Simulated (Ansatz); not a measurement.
In DFT-r²SCAN in the program Ansatz with PAW potentials, C in the cubic phase (Im-3m; C on 16f) relaxes to a = 4.858 Å.

It is gapped at this level: 3.07 eV (indirect). The valence maximum lies at H and the conduction minimum on the Γ–P line, 64 % of the way from Γ (8 equivalent valleys). The screened hybrid HSE06 puts the gap at 4.11 eV. Electrons at the band edge weigh 0.46, 0.46, 0.73 mₑ (principal values).

An equation-of-state fit gives a bulk modulus of 322 GPa. The relaxed-ion elastic constants in GPa are C11 = 515, C12 = 226, C44 = 303. The elastic constants imply a Debye temperature near 1540 K.

The start of the workflow was typed in or built on a structure type; neither database checked (COD, Materials Project) lists it. It is not the phase usual at ambient conditions (space group No. 194, 227). Symmetry was held in the r²SCAN relaxation; whether a distortion lowers the energy is not shown.

Potentials: the later of the program's two PAW sets.
